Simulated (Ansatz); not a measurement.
This run works on a generated trial structure, not on a known crystal.

Input and command of a plane-wave DFT calculation in Ansatz:

```yaml
crystal:
  lattice:
    - [5.88368715, 0.0, 0.0]
    - [-2.94184357, 5.09542254, 0.0]
    - [0.0, 0.0, 6.94897799]
  atoms:
    - { symbol: Sn, position: [0.27472449, 0.0, 0.90418548] }
    - { symbol: Sn, position: [0.0, 0.27472449, 0.90418548] }
    - { symbol: Sn, position: [0.72527551, 0.72527551, 0.90418548] }
    - { symbol: Sn, position: [0.0, 0.0, 0.78607098] }
    - { symbol: Ge, position: [0.33333333, 0.66666667, 0.63421026] }
    - { symbol: Ge, position: [0.66666667, 0.33333333, 0.63421026] }
    - { symbol: "N", position: [0.0, 0.0, 0.03833107] }
    - { symbol: "N", position: [0.33333333, 0.66666667, 0.3491687] }
    - { symbol: "N", position: [0.66666667, 0.33333333, 0.3491687] }
    - { symbol: "N", position: [0.0, 0.0, 0.39401932] }
basis:
  ecutwfc: 420
kpoints:
  mp_grid: { grid: [3, 3, 2] }
hamiltonian:
  xc: pbe
scf:
  occupations: { method: gaussian, width: 0.15 }
  lower_state_search: "off"
output:
  forces: true
  stress: true
  eigenvalues: true
relax:
  adjacent_minimum: "off"
  f_tol: 0.08
  max_steps: 16
  cell: { stress_tol: 0.8 }
```

```bash
ansatz run input.yaml --threads 1 --pin off --max-ram 2560MiB --backend cpu --events-out ev --progress --plain --runs-dir out
```

Processor: Intel(R) Xeon(R) Platinum 8259CL CPU @ 2.50GHz (Skylake/Cascade Lake), 1 thread, on a host shared with other jobs.

Task: Estimate time, memory and problem size.

Result: About 3 min, peak memory 0.5 GiB. It solves 63 bands at 6 k points (after reduction by symmetry) with about 4043 plane waves (on the last cell), in 131 SCF iterations over 17 ionic steps, the closing evaluation included.
